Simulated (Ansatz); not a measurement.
MgS:
```
MgS
1.0
    0.00000     2.61486     2.61486
    2.61486     0.00000     2.61486
    2.61486     2.61486     0.00000
Mg S
1 1
Direct
  0.50000   0.50000   0.50000
  0.00000   0.00000   0.00000
```

Cartesian axes are those of the cell as given.

Task: Give the high-frequency dielectric tensor and the Born effective charge tensors of the independent atoms from DFPT, PBE (plane waves, PAW; program Ansatz).

Result: 
ε∞:
```
5.41  0.00  0.00
0.00  5.41  0.00
0.00  0.00  5.41
```
Z* of atom 1 (Mg), rows: field, columns: displacement, in e:
```
2.35  0.00  0.00
0.00  2.35  0.00
0.00  0.00  2.35
```
Z* of atom 2 (S), rows: field, columns: displacement, in e:
```
-2.35   0.00   0.00
 0.00  -2.35   0.00
 0.00   0.00  -2.35
```

Static charges for comparison (Bader): Mg1 +1.67, S2 -1.67 e. Born charges measure polarisation by displacement and can exceed these by far.

Space group Fm-3m (rock salt). The PBE relaxation kept the symmetry of its start; phonons on a q-mesh show no instability.

Potentials: the later of the program's two PAW sets.
